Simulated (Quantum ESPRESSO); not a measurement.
# Planted mistakes on one cell of W2Mo2S7O

The results below are calculated, not measured. They come from pw.x of Quantum ESPRESSO 7.5, a plane-wave density functional program, with PseudoDojo standard norm-conserving files (v0.5 for PBE, v0.4.1 for LDA and PBEsol). The cells are made up: elements, strain and atom displacements were drawn at random, and nothing was relaxed. There is no spin polarisation, spin-orbit coupling or dispersion term.

The cell has 12 sites of a 2H layered lattice (rectangular cell). Sites 1 to 4 hold W W Mo Mo; sites 5 to 12 hold S O S S S S S S. Cell vectors in Å: (3.166, 0.001, -0.014); (0.003, 5.499, -0.005); (-0.054, -0.011, 12.605). Settings: PBE, cutoff 1143 eV, 7 x 4 x 2 k mesh shifted by half a step, Fermi-Dirac smearing of 0.025 eV.

The intended run has a self-consistency threshold of 1e-07 eV, a smearing term of 0.000 eV, a pressure of -5.16 GPa and 21 iterations. Each further run changes one thing: all lengths scaled by 1.0149; cutoff 709 eV; files of LDA; k mesh 1 x 1 x 1; smearing 0.53 eV; threshold 0.04 eV. A coarse mesh keeps the shift, and a charged cell sits in a uniform background.

| run | change of free energy (eV) | smearing term -TS (eV) | change of P (GPa) | largest change of a force component (eV/Å) | iterations |
| --- | --- | --- | --- | --- | --- |
| A | 0.489 | 0.000 | -5.21 | 0.782 | 24 |
| B | 1.194 | 0.000 | -5.07 | 0.023 | 21 |
| C | -19.009 | 0.000 | -7.56 | 0.525 | 21 |
| D | -2.645 | 0.000 | 1.04 | 2.246 | 24 |
| E | 0.024 | 0.000 | 0.90 | 0.036 | 10 |
| F | -1.061 | -3.740 | 2.19 | 0.391 | 21 |

A rerun of the intended cell at 1437 eV and k mesh 9 x 6 x 4 moved values by no more than 0.003 eV in the cell's energy, 0.02 GPa in stress and 0.003 eV/Å in force.

Question: which change belongs to which run?

## Worked reading

Run E has the fewest iterations, as a run stopped early does. Run F has the largest smearing term, as wide smearing gives. Run A changes the volume by a factor of 1.0454; minus its pressure change over the logarithm of that factor, 117 GPa, is a rough bulk modulus with clamped atoms. Energies from files of another functional, or of a charged cell, have another zero and say nothing on stability; the pressure of a charged cell rests on the program's zero of potential too.

## Key

```
run,change
A,all lengths scaled by 1.0149
B,cutoff 709 eV
C,files of LDA
D,k mesh 1 x 1 x 1
E,threshold 0.04 eV
F,smearing 0.53 eV
```